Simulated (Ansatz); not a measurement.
Space group I4/mmm (No. 139). a = 3.931 Å, b = 3.931 Å, c = 10.190 Å, α = 90.00°, β = 90.00°, γ = 90.00°
```
atom site symmetry x y z
  Ca    2b     4/mmm  0.5000  0.5000  0.0000
  Fe    4d      -4m2  0.0000  0.5000  0.2500
  As    4e       4mm  0.5000  0.5000  0.3632
```

Equation of state of this CaFe2As2 structure (not necessarily the ground state), with shape and atoms relaxed at each volume where symmetry leaves them free. It has no gap at any of these volumes. Computed with DFT PBEsol, scalar-relativistic, plane waves, PAW in Ansatz.

Settings: cutoff 420 eV, Γ-centred mesh 10×10×10 on the computed 5-atom cell, Gaussian smearing of 0.10 eV; no spin polarisation.

```csv
V (Å³/atom),E − E(largest V) (meV/atom),P (GPa)
14.799,4.85,7.40
15.271,-10.72,3.29
15.743,-15.36,-0.04
16.216,-11.18,-2.69
16.688,0.00,-4.76
```

Question: Fit a third-order Birch–Murnaghan equation to E(V).

Answer: V0 = 15.74 Å³/atom, B0 = 99 GPa, B0' = 6.4.